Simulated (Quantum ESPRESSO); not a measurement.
Field gradients of MoP from a PBE PAW density (pw.x of a modified build of Quantum ESPRESSO, JTH datasets) with the all-electron reconstruction of Petrilli and co-workers, 20 Ha, k-mesh 14×14×12 through Γ:

```
CELL_PARAMETERS angstrom
      3.23476     0.00000     0.00000
     -1.61738     2.80138     0.00000
      0.00000     0.00000     3.18228
ATOMIC_POSITIONS crystal
  Mo 0.00000 0.00000 0.00000
  P  0.33333 0.66667 0.50000
```
The cell comes from the Materials Project (a computed structure). It is MoP in P-6m2; whether this form has been observed was not checked. Stability against distortions was not tested. The run has no spin polarisation.

Vzz is the sum of three terms, each taken along its main axis: the smooth valence density, the ions (nucleus and frozen core) with the augmentation charges of all other spheres, and the all-electron minus smooth density in the atom's own sphere. The split hangs on the datasets.  Cores are frozen. Against all-electron runs on small test molecules, this scheme's |Vzz| missed by +6 % on Mo. P had no test against all-electron runs. The run is metallic or nearly gapless at this level (smeared occupations), so gradients converge slowly with the k-mesh.

```csv
site,smooth valence density,ions and other spheres,own sphere,Vzz (a.u.)
Mo (atom 1),-0.022,0.031,(withheld),(withheld)
P (atom 2),-0.100,0.088,(withheld),(withheld)
```

Problem. Some entries are withheld; supply them.

Solution. 
- Mo (atom 1), own sphere: -0.167
- Mo (atom 1), Vzz (a.u.): -0.157
- P (atom 2), own sphere: -0.051
- P (atom 2), Vzz (a.u.): -0.063
